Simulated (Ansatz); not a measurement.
Here is an unrelaxed guess for YbNb₂W₃.

Space group P6/mmm (No. 191). a = 5.882 Å, b = 5.882 Å, c = 3.448 Å, α = 90.00°, β = 90.00°, γ = 120.00°
| atom | site | symmetry | x | y | z |
| --- | --- | --- | --- | --- | --- |
| Yb | 1b | 6/mmm | 0.0000 | 0.0000 | 0.5000 |
| Nb | 2d | -6m2 | 0.6667 | 0.3333 | 0.5000 |
| W | 3f | mmm | 0.0000 | 0.5000 | 0.0000 |

Computed with DFT PBE, scalar-relativistic, plane waves, PAW (Ansatz). Plane waves to 420 eV, a k mesh through Γ of 3×3×6 on the computed 6-atom cell and Gaussian smearing (0.10 eV); no spin polarisation.

Energies over the elements count from the elements' standard structures at the same level, with no fitted energy shifts.

**Question.** What does a single point on this coarse mesh give?

**Answer.** The pressure is 47.1 GPa (the mean over three directions, positive in compression), the largest force is 0.00 eV/Å (symmetry fixes the atoms), and the energy is +1.35 eV/atom against the elements. The shortest distance is 2.42 Å.

**Question.** Is it a good guess?

**Answer.** A rough one: relaxing gains about 0.95 eV/atom (the start's value is from the coarse mesh, so the gain is rough) in 21 ionic steps and ends at +0.40 eV/atom on the finer mesh. The symmetry stays P6/mmm (No. 191). The volume per atom grows by 16.8 %, from 17.2 to 20.1 Å³. The shortest distance goes from 2.42 Å (Nb–W) to 2.75 Å (Nb–W). The ratio c/a of the conventional cell changes by a factor of 1.36. Conventional cell: a = 5.596 Å, c = 4.448 Å. Yb has 6 Nb at 3.23 Å and 12 W at 3.57 Å; Nb is surrounded by 6 W at 2.75 Å, 3 Nb at 3.23 Å and 3 Yb at 3.23 Å; around W lie 4 Nb at 2.75 Å, 4 W at 2.80 Å and 4 Yb at 3.57 Å.

The last run used a 12×12×8 mesh (in the run's order of axes) for its 6-atom cell and Gaussian smearing of 0.10 eV. These runs have no spin–orbit coupling, which can matter for W. The 4f shell of Yb is treated without a Hubbard U. Trial moments died out on the coarse mesh, so the last step has no spin; another magnetic start might hold. The relaxation can't lower the symmetry of the start, and the grade says only how near the guess is to its own end. A structure relaxed within its symmetry needn't be a true minimum. Another cell of YbNb2W3 relaxed alike, in Cmmm, lies 16 meV/atom lower, so this cell isn't the stable form at this level.
